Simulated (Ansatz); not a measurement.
**RbB₆H₆ — electric field gradients**

The cell is a structure deposited in the COD whose atoms were relaxed with PBE, the cell held.

Space group Fm-3 (No. 202); a = 10.8500 Å.

```csv
site,Wyckoff,site symmetry,x,y,z
Rb,8c,23.,0.2500,0.7500,0.2500
B,48h,m..,0.5000,0.4184,0.1327
H,48h,m..,0.5000,0.3612,0.2277
```

One atom of each set is listed; the run and its k-mesh use a cell of 26 atoms with edges of 7.67, 7.67, 7.67 Å.

Method: Kohn–Sham DFT in Ansatz, PBE, plane waves and PAW, scalar-relativistic, 420 eV cutoff, Γ-centred 5×5×5 k-points, Fermi–Dirac smearing 0.05 eV.

Conventions: |V_zz| ≥ |V_yy| ≥ |V_xx|, η = (V_xx − V_yy)/V_zz, C_Q = eQV_zz/h.

⁸⁵Rb: I = 5/2, Q = 276.0 mb; B-10: I = 3, Q = 84.59 mb; H-2: I = 1, Q = 2.858 mb. Quadrupole moments are those of Pyykkö's year-2017 table.

```json
{"site": "Rb", "atoms": "2", "first shell": "12 H at 2.98 Å", "V_zz (10²¹ V/m²)": "0.00", "η": "–", "C_Q (MHz)": "0"}
{"site": "B", "atoms": "12", "first shell": "1 H at 1.20 Å, 5 B at 1.77–1.78 Å", "V_zz (10²¹ V/m²)": "-0.72", "η": "0.07", "C_Q (MHz)": "-1.46"}
{"site": "H", "atoms": "12", "first shell": "1 B at 1.20 Å", "V_zz (10²¹ V/m²)": "1.92", "η": "0.05", "C_Q (MHz)": "0.133"}
```

Rb sits on a cubic site, where every gradient vanishes. At B V_zz points along its shortest bond, to H (within 2°). At H V_zz points along its bond to B (within 1°).
